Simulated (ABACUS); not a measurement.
A self-consistent single point of SnO2 (P4_2/mnm, 6 atoms in the cell; from Materials Project mp-856, changed as shown).

```yaml
crystal:
  lattice:
    - [4.66952, 0.00000, 0.00000]
    - [0.00000, 4.66952, 0.00000]
    - [0.00000, 0.00000, 3.14335]
  atoms:
    - { symbol: Sn, position: [0.50000, 0.50000, 0.50000] }
    - { symbol: Sn, position: [0.00000, 0.00000, 0.00000] }
    - { symbol: O, position: [0.19403, 0.80597, 0.50000] }
    - { symbol: O, position: [0.80597, 0.19403, 0.50000] }
    - { symbol: O, position: [0.69403, 0.69403, 0.00000] }
    - { symbol: O, position: [0.30597, 0.30597, 0.00000] }
```

Level of theory: PBE, PseudoDojo 0.5 standard norm-conserving PBE (tails mended) pseudopotentials (plane waves; ABACUS).

ABACUS settings:

| setting | value |
|---|---|
| KPT | Gamma 7 7 10 0 0 0 |
| basis_type | pw |
| ecutwfc | 84 Ry |
| smearing_method | fd |
| smearing_sigma | 0.000734986 Ry |
| potentials | PseudoDojo 0.5 standard norm-conserving PBE (tails mended) |
| symmetry | 1 |
| ks_solver | dav_subspace |
| scf_nmax | 100 |
| scf_thr | 1.0e-09 Ry |
| mixing_type | broyden |
| mixing_beta | 0.7 |

Results:

| Item | Value |
|---|---|
| Number of valence electrons | 52 |
| Number of bands | 36 |
| Number of k-points after the program's reduction | 60 |
| Number of plane waves (most at a k-point) | 6034 |
| Number of SCF iterations | 9 |
| FFT grid | 54 × 54 × 36 |
| Free energy E − TS | -6091.1415 eV |
| Pressure | 21.43 GPa |
| Largest force (vector length) | 0.242 eV/Å |

Forces (eV/Å):
```json
[
 {"atom": "Sn1", "Fx": "0.000", "Fy": "0.000", "Fz": "0.000"},
 {"atom": "Sn2", "Fx": "0.000", "Fy": "0.000", "Fz": "0.000"},
 {"atom": "O3", "Fx": "0.171", "Fy": "-0.171", "Fz": "0.000"},
 {"atom": "O4", "Fx": "-0.171", "Fy": "0.171", "Fz": "0.000"},
 {"atom": "O5", "Fx": "0.171", "Fy": "0.171", "Fz": "0.000"},
 {"atom": "O6", "Fx": "-0.171", "Fy": "-0.171", "Fz": "0.000"}
]
```

Stress (GPa, positive for compression):
```
19.66   0.00   0.00
 0.00  19.66   0.00
 0.00   0.00  24.99
```

For comparison: a first run was changed to give this one (lattice scaled by 0.98), and from it to this one the free energy rises by 60.8 meV/atom, the pressure goes from 6.57 to 21.43 GPa and the largest force goes from 0.018 to 0.242 eV/Å.

The structure comes from a collection of computed structures, made at another level of theory; the collection holds predicted forms beside known ones. At this pressure the cell is far from its equilibrium volume at this level.

Cost on one core: around 3 core-minutes (rough).

“Tails mended”: in these copies of the files the far tail of each local potential was reset to the Coulomb form.
